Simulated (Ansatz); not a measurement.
Level of theory: Ansatz, DFT PBE, scalar-relativistic, plane waves, PAW. All cells share a 420 eV cutoff and Γ-centred k meshes spaced about 0.3 Å⁻¹ or finer (0.25 for metals, 2π included). No spin polarisation.

A search over trial structures of B2C gave this relaxed cell.

```xyz
6
Lattice="-1.3692 1.3692 5.8890 1.3692 -1.3692 5.8890 1.3692 1.3692 -5.8890" Properties=species:S:1:pos:R:3 pbc="T T T"
B     1.3692    0.0000    5.1251
B     1.3692    0.0000    0.7639
B     0.0000    0.0000    3.7084
B     0.0000    0.0000    8.0695
C     0.0000    0.0000    0.0000
C     0.0000    1.3692    2.9445
```

Wave vectors count in units of this cell's reciprocal vectors.

Q: Is this structure dynamically stable, and if not, what does it turn into?

A: No. The phonons at Γ go imaginary, to 303i cm⁻¹ at q = (0.00, 0.00, 0.00). (Phonon run: 16×16×16 k mesh, Gaussian smearing of 0.10 eV.) With atoms moved at random and symmetry off, it falls by 76 meV/atom into P-1 (No. 2). Conventional cell: a = 2.756 Å, b = 5.547 Å, c = 6.326 Å, α = 106.3°, β = 99.5°, γ = 90.0°. B on its first site is surrounded by 2 C at 1.58–1.61 Å and 1 B at 1.78 Å; B on its second site has 2 C at 1.53–1.55 Å and 1 B at 1.78 Å; B on its third site is surrounded by 2 C at 1.56–1.58 Å, 1 B at 1.82 Å and 2 B at 1.96–2.04 Å; C on its first site is surrounded by 4 B at 1.53–1.63 Å; 2 more sites not described.

```
B C
1.0
     2.75632    0.00000    0.00000
    -0.00026    5.54654    0.00000
    -1.03886   -1.77252    5.98317
B C
8 4
Cartesian
  -0.6555 -0.3972 5.2008
  -0.6907 2.4019 5.1382
  0.8363 0.5266 3.8875
  0.8623 4.1195 3.6946
  2.4079 1.3721 0.8449
  2.3727 4.1712 0.7823
  0.8549 -0.3455 2.2885
  0.8809 3.2474 2.0956
  -0.5026 3.7640 4.4628
  -0.5342 1.0245 4.4525
  2.2198 0.0101 1.5204
  2.2514 2.7495 1.5307
```

Phonons of metals hang on the k mesh and the smearing.
